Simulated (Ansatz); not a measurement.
Property card for AlSiNi$_{6}$

AlSiNi6:
```yaml
crystal:
  lattice:
    - [3.49702, 0.00000, 0.00000]
    - [0.00000, 3.49702, 0.00000]
    - [0.00000, 0.00000, 6.98462]
  atoms:
    - { symbol: Al, position: [0.00000, 0.00000, 0.00000] }
    - { symbol: Si, position: [0.00000, 0.00000, 0.50000] }
    - { symbol: Ni, position: [0.50000, 0.50000, 0.00000] }
    - { symbol: Ni, position: [0.50000, 0.50000, 0.50000] }
    - { symbol: Ni, position: [0.50000, 0.00000, 0.25697] }
    - { symbol: Ni, position: [0.50000, 0.00000, 0.74303] }
    - { symbol: Ni, position: [0.00000, 0.50000, 0.25697] }
    - { symbol: Ni, position: [0.00000, 0.50000, 0.74303] }
```
The run is spin-polarised; directions of the spins, atom by atom: 0 0 0 0 0 0 0 0.

Space group P4/mmm (No. 123); conventional cell a = 3.497 Å, b = 3.497 Å, c = 6.985 Å, α = 90.00°, β = 90.00°, γ = 90.00°.

Method: r²SCAN (plane waves, PAW; program Ansatz). The cell and atoms are relaxed at this level. Other levels are named where they apply.

Cell and energy:

```json
{
 "volume_per_atom": "10.68 Å³",
 "density": "7.92 g/cm³",
 "Formation energy from the elements (no fitted shifts)": "-0.43 eV/atom"
}
```

Electronic structure:

```json
{
 "electronic_character": "metallic (no gap)",
 "Density of states at the Fermi level": "0.70 states/eV per atom (mean over ±0.08 eV)"
}
```

Magnetism:

```json
{
  "magnetic_order": "ferrimagnetic",
  "net_moment": "0.16 μB per atom"
}
```

The first step of the workflow began from a Materials Project structure, measured or hypothetical; the Crystallography Open Database copy checked does not list it. With Al and Si taken as one species the cell has the higher symmetry Pm-3m, so it may be an ordered model of a mixed-site phase. Whether it is the stable phase at ambient conditions was not checked. The r²SCAN relaxation kept the symmetry of its start, as lowered by the spin order; its stability against distortions is not shown here. The final state is ferrimagnetic, the only order run, not a proven ground state. Other orbital occupations within this spin state were not tried. For itinerant 3d metals, meta-GGAs of the SCAN family and hybrids are commonly reported to give too large moments. Point labels and valley counts follow the cell and symmetry of the run, lower than the named group. The references are the lowest solids computed at this level, not always the standard phases.

Potentials: the later of the program's two PAW sets.
